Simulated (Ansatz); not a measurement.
Each is relaxed and computed with DFT-PBEsol in the program Ansatz with PAW potentials. Which is the only metal?
(A) RuC, CsCl type
(B) SnC, wurtzite
(C) MgO, CsCl type
(D) B4C, Cm (Pearson symbol mS30)

A, RuC, CsCl type. RuC: metal; B4C: gap 2.82 eV (indirect); MgO: gap 2.47 eV (indirect); SnC: gap 0.97 eV (direct). Constructed cells (a structure type filled with these elements, in neither database checked): RuC, CsCl type. Typed or built starts, not in the databases checked: SnC, wurtzite. Not the usual ambient phase: MgO, CsCl type. Standing as an ambient phase not checked: B4C, Cm (Pearson symbol mS30). Unstable at this level: RuC, CsCl type; MgO, CsCl type. All cells were relaxed under the symmetry of their starts (and spin orders); stability against distortions was not tested throughout. Rows with no word on spin ran without spin polarisation. Spin–orbit coupling is left out wherever it is not named.

Potentials: the later of the program's two PAW sets.
